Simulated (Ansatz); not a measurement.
Relaxation of a relaxed ZnSnP2 cell displaced along its unstable phonon at q = (½, ½, 0) of its primitive reciprocal cell (54i cm⁻¹), largest move 0.15 Å; 8 atoms in the cell, which starts as Cm (No. 8), mS16; a = 9.945 Å, b = 7.145 Å, c = 5.717 Å, α = 90.00°, β = 95.93°, γ = 90.00°. These are PBE (plane waves to 420 eV, PAW, scalar-relativistic; Ansatz, a program for electronic structure) values and carry that method's errors. Γ-centred k-mesh 9×9×6 on the run's cell (coarser than for final values), Fermi–Dirac smearing 0.05 eV. This is the first round of the run. 

The optimiser's lines from the output (shortened; P is positive under compression):

```
relax step   1: F+E_penalty+E_count = -21708.08845641 eV  Δ(F+E_penalty+E_count) = +0.000e0 eV  max|allowed force component| = 1.565e-1 eV/Å  Δτ_max = 0.0000 Å  P = -0.016 GPa  Ω = 202.032 Å³  (7 SCF iters, dr2 threshold 1.00e-7 eV, accepted)
relax step   2: F+E_penalty+E_count = -21708.11279040 eV  Δ(F+E_penalty+E_count) = -2.433e-2 eV  max|allowed force component| = 2.034e-1 eV/Å  Δτ_max = 0.0635 Å  P = -0.099 GPa  Ω = 202.446 Å³  (6 SCF iters, dr2 threshold 8.00e-7 eV, accepted)
relax step   3: F+E_penalty+E_count = -21708.14563012 eV  Δ(F+E_penalty+E_count) = -3.284e-2 eV  max|allowed force component| = 3.444e-1 eV/Å  Δτ_max = 0.1968 Å  P = -0.371 GPa  Ω = 203.150 Å³  (7 SCF iters, dr2 threshold 8.00e-7 eV, accepted)
relax step   4: F+E_penalty+E_count = -21708.16567969 eV  Δ(F+E_penalty+E_count) = -2.005e-2 eV  max|allowed force component| = 2.741e-1 eV/Å  Δτ_max = 0.0868 Å  P = -0.425 GPa  Ω = 202.665 Å³  (6 SCF iters, dr2 threshold 8.00e-7 eV, accepted)
relax step   5: F+E_penalty+E_count = -21708.20459098 eV  Δ(F+E_penalty+E_count) = -3.891e-2 eV  max|allowed force component| = 1.233e-1 eV/Å  Δτ_max = 0.2000 Å  P = +0.384 GPa  Ω = 195.767 Å³  (7 SCF iters, dr2 threshold 8.00e-7 eV, accepted)
relax step   6: F+E_penalty+E_count = -21708.22326905 eV  Δ(F+E_penalty+E_count) = -1.868e-2 eV  max|allowed force component| = 6.826e-2 eV/Å  Δτ_max = 0.0586 Å  P = +0.175 GPa  Ω = 197.499 Å³  (6 SCF iters, dr2 threshold 8.00e-7 eV, accepted)
relax step   7: F+E_penalty+E_count = -21708.23225345 eV  Δ(F+E_penalty+E_count) = -8.984e-3 eV  max|allowed force component| = 1.343e-1 eV/Å  Δτ_max = 0.0616 Å  P = -0.251 GPa  Ω = 198.744 Å³  (6 SCF iters, dr2 threshold 8.00e-7 eV, accepted)
relax step   8: F+E_penalty+E_count = -21708.22379911 eV  Δ(F+E_penalty+E_count) = +8.454e-3 eV  max|allowed force component| = 3.340e-1 eV/Å  Δτ_max = 0.0771 Å  P = -0.224 GPa  Ω = 198.344 Å³  (6 SCF iters, dr2 threshold 8.00e-7 eV, rejected (line search))
relax step   9: F+E_penalty+E_count = -21708.23870819 eV  Δ(F+E_penalty+E_count) = -6.455e-3 eV  max|allowed force component| = 6.078e-2 eV/Å  Δτ_max = 0.0374 Å  P = -0.012 GPa  Ω = 197.709 Å³  (11 SCF iters, accepted)
relax step  10: F+E_penalty+E_count = -21708.23896325 eV  Δ(F+E_penalty+E_count) = -2.551e-4 eV  max|allowed force component| = 8.244e-2 eV/Å  Δτ_max = 0.0361 Å  P = +0.098 GPa  Ω = 197.960 Å³  (6 SCF iters, dr2 threshold 2.31e-7 eV, accepted)
relax step  11: F+E_penalty+E_count = -21708.24020307 eV  Δ(F+E_penalty+E_count) = -1.240e-3 eV  max|allowed force component| = 3.505e-2 eV/Å  Δτ_max = 0.0354 Å  P = +0.007 GPa  Ω = 197.740 Å³  (6 SCF iters, dr2 threshold 4.25e-7 eV, accepted)
relax step  12: F+E_penalty+E_count = -21708.24036373 eV  Δ(F+E_penalty+E_count) = -1.607e-4 eV  max|allowed force component| = 2.610e-2 eV/Å  Δτ_max = 0.0251 Å  P = -0.043 GPa  Ω = 197.735 Å³  (6 SCF iters, dr2 threshold 7.68e-8 eV, accepted)
relax step  13: F+E_penalty+E_count = -21708.24079624 eV  Δ(F+E_penalty+E_count) = -4.325e-4 eV  max|allowed force component| = 9.333e-3 eV/Å  Δτ_max = 0.0093 Å  P = +0.002 GPa  Ω = 197.516 Å³  (6 SCF iters, dr2 threshold 4.26e-8 eV, accepted)
relax step  14: F+E_penalty+E_count = -21708.24200252 eV  Δ(F+E_penalty+E_count) = -1.206e-3 eV  max|allowed force component| = 8.966e-3 eV/Å  Δτ_max = 0.0000 Å  P = +0.016 GPa  Ω = 197.516 Å³  stress off target by 6.01e-2 GPa  SCF on the basis re-selected at this cell (its energy is not comparable with the rows above)  (8 SCF iters)
relax step  15: F+E_penalty+E_count = -21708.24210701 eV  Δ(F+E_penalty+E_count) = -1.045e-4 eV  max|allowed force component| = 5.841e-3 eV/Å  Δτ_max = 0.0054 Å  P = +0.002 GPa  Ω = 197.502 Å³  (6 SCF iters, dr2 threshold 9.03e-9 eV, accepted)
relax step  16: F+E_penalty+E_count = -21708.24218832 eV  Δ(F+E_penalty+E_count) = -8.131e-5 eV  max|allowed force component| = 3.520e-3 eV/Å  Δτ_max = 0.0083 Å  P = -0.007 GPa  Ω = 197.409 Å³  (9 SCF iters, accepted)
relax step  17: F+E_penalty+E_count = -21708.24216183 eV  Δ(F+E_penalty+E_count) = +2.650e-5 eV  max|allowed force component| = 3.525e-3 eV/Å  Δτ_max = 0.0000 Å  P = -0.007 GPa  Ω = 197.409 Å³  stress off target by 1.04e-2 GPa  SCF on the basis re-selected at this cell (its energy is not comparable with the rows above)  (7 SCF iters)
```

From the first to the last row the energy changes by -0.02 eV/atom and the volume by -2.3 %. The last row is marked as not comparable with the walk above it, whose basis was carried along; it does compare with step 1, since both stand on a basis selected at the nominal cutoff for their own cell.

Step 8 was rejected by the optimiser.

Later rounds, restarted from the end of this one on a renewed k-mesh, logged 3 more steps and released under 0.01 eV/atom more. The final structure after all rounds: Cm (No. 8), mS16; a = 9.8523 Å, b = 7.0099 Å, c = 5.8970 Å, α = γ = 90.00°, β = 104.40°. Between re-selections the logged energies stand on a plane-wave basis carried along with the cell. No spin polarisation in the result.

The run could not lose the symmetry of its start, so the end can be a saddle point.

The relaxed structure here is a generated cell of ZnSnP2: the first start was made by placing the elements on the sites of a structure type, and the end was not matched to a known phase here, so it may be hypothetical.
